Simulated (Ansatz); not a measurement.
SiC (CsCl type, Pm-3m) at seven volumes, DFT-PBE in the program Ansatz with PAW potentials, scaled uniformly. One row is withheld.

| V (Å³/atom) | P (GPa) |
|---|---|
| 8.376 | ? |
| 8.652 | 12.14 |
| 8.928 | 5.59 |
| 9.204 | -0.01 |
| 9.480 | -4.62 |
| 9.756 | -8.26 |
| 10.032 | -11.47 |

Question: Fit the shown pressures and predict the withheld one.

Answer: P = (3/2)B₀(x^(7/2) − x^(5/2))[1 + (3/4)(B′ − 4)(x − 1)] with x = (V₀/V)^(2/3). Least squares on the six rows gives V₀ = 9.205 Å³/atom, B₀ = 167 GPa, B′ = 5.26. At V = 8.376, x = 1.0649 and P = 20.21 GPa. The run itself gave 19.92 GPa.

The cell is a constructed one: a structure type filled with these elements; neither database checked (COD, Materials Project) lists it. It is not the phase usual at ambient conditions (space group No. 186, 216). The cell was relaxed with PBE under the symmetry of its start; whether a distortion lowers the energy is not shown.

Potentials: the later of the program's two PAW sets.
